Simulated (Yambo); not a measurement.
ZrNBr (space group Pmmn, No. 59), G0W0@PBEsol in Yambo with this input:

```
rim_cut
gw0
dyson
el_el_corr
HF_and_locXC
ppa
em1d
RandQpts= 1000000
RandGvec= 1 Ry
EXXRLvcs= 84 Ry
VXCRLvcs= 336 Ry
Chimod= "HARTREE"
% BndsRnXp
 3 | 194 |
%
NGsBlkXp= 7 Ry
% LongDrXp
 1.0 | 1.0 | 1.0 |
%
PPAPntXp= 27.2114 eV
% GbndRnge
 1 | 194 |
%
GTermKind= "BG"
DysSolver= "n"
ExtendOut
```

On a 4×4×1 mesh, with wavefunctions cut at 84 Ry, the gap (Γ → Γ) is 2.741 eV and the valence edge shifts by -0.108 eV.

Q: What happens with this change: 2×2×1 mesh?

A: The gap rises by 0.043 eV, to 2.784 eV; the shift of the valence edge becomes -0.069 eV. Neither run is shown to be the converged limit.

Spin-orbit coupling is not included.

Geometry relaxed with PBE+D3(BJ); primitive cell a = 3.604 Å, b = 4.106 Å, c = 8.676 Å, α = β = γ = 90.00°.

A shift is the quasiparticle energy of the state minus its PBEsol energy.
